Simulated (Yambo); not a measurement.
G0W0@PBEsol for LaS2 (space group P2_1/c, No. 14) in Yambo (1×4×1 mesh, 7 Ry block, plasmon pole, screening fixed), without a terminator:

```csv
bands N in G,gap Γ → Γ (eV),shift of the valence edge (eV)
152,1.649,0.257
259,1.756,-0.217
401,1.787,-0.402
```

Extrapolate both columns to infinite N with E(N) = E∞ + A/N, test the form, and compare with the terminator.

From two points, E∞ = (N2 E2 − N1 E1)/(N2 − N1). The two largest N give 1.84 eV for the gap and -0.74 eV for the shift; the two smallest give 1.91 eV and -0.89 eV. For the gap the slopes A are -39 and -23 eV: the form isn't reached, and its limit is uncertain. For the shift the slopes A are 170 and 140 eV: the form isn't reached, and its limit is uncertain. With the Bruneval-Gonze terminator and 401 bands the run gives 1.81 eV and -0.54 eV, 0.04 eV and 0.20 eV from the extrapolated values: the terminator too is an estimate of the remainder. Block, mesh and the bands in W are held fixed.

Geometry of the Materials Project entry, not relaxed at this level; primitive cell a = 8.212 Å, b = 4.144 Å, c = 8.218 Å, α = 90.00°, β = 90.06°, γ = 90.00°.

The structure is a Materials Project entry; no match was found in the copy of COD used, and its stability was not checked.

A shift is the quasiparticle energy of the state minus its PBEsol energy.
